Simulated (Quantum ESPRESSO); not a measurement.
# Moving one atom in AgAl3Mg3Ta

Calculated results; nothing here was measured. They come from Quantum ESPRESSO 7.5, a public plane-wave density functional program. Each row is one single-point run on a made-up periodic cell of eight metal atoms, with elements, volume, strain and displacements drawn at random and not relaxed, so a cell may be unstable or far from any real phase. There is no spin polarisation or spin-orbit coupling.

Settings: PBE unless stated; PseudoDojo standard norm-conserving files; Fermi-Dirac width 0.25 eV, which means electrons at about 2900 K; cutoff 1143 eV; 6 x 6 x 3 k mesh shifted half a step off Gamma. E is the free energy of the whole cell (internal energy minus TS), so a -TS column is already part of it. Stress is positive in tension, and the pressure P is minus a third of its trace.

Checks: one run of this series was repeated at a higher cutoff and on a denser mesh, which moved values by no more than 0.002 eV, 0.04 GPa and 0.012 eV/Å, and a second program with other atomic files agreed on it to 2 % rms in force and 0.5 GPa in pressure. Known limits: heavy elements are run without spin-orbit coupling, which real alloys of them have; a spin test at this wide smearing found no moment, but such smearing suppresses magnetism that the real alloy may have.

The lattice is face-centred cubic, and the cell vectors in Å are (0.026, -0.037, -4.144); (-4.179, 0.014, 0.026); (2.049, 8.543, 2.133), a volume of 147.75 Å³. The elements on sites 1 to 8 are Mg Al Ta Al Mg Mg Al Ag. The runs move the Ta atom on site 3 by u along x from its drawn, already displaced place and keep all else fixed. Forces are on that atom, and E is counted from run 4.

```
run,u (Å),Fx (eV/Å),Fy (eV/Å),Fz (eV/Å),P (GPa),E (meV)
1,-0.0774,0.220,0.613,-0.046,-0.29,-5.0
2,-0.0569,?,?,?,?,?
3,-0.0254,-0.073,0.546,-0.068,-0.32,-8.8
4,0.0193,-0.323,0.495,-0.093,-0.28,0.0
5,0.0319,-0.394,0.482,-0.101,-0.26,4.5
6,0.0403,-0.442,0.473,-0.107,-0.24,8.0
7,0.0646,-0.579,0.449,-0.125,-0.18,20.4
```

## Worked fit

A parabola through the runs shown gives Fx = -0.215 - 5.62 u - 0.1 u² eV/Å, with an error of 0.01 on the linear term and a scatter of 0.001 eV/Å. Minus its integral from run 1 to run 7 is 25 meV, and the table's energies differ by 25 meV.

## Withheld run

Question: what Fx should run 2 give?

The fit gives 0.104 ± 0.001 eV/Å. The calculation gave 0.104 eV/Å.
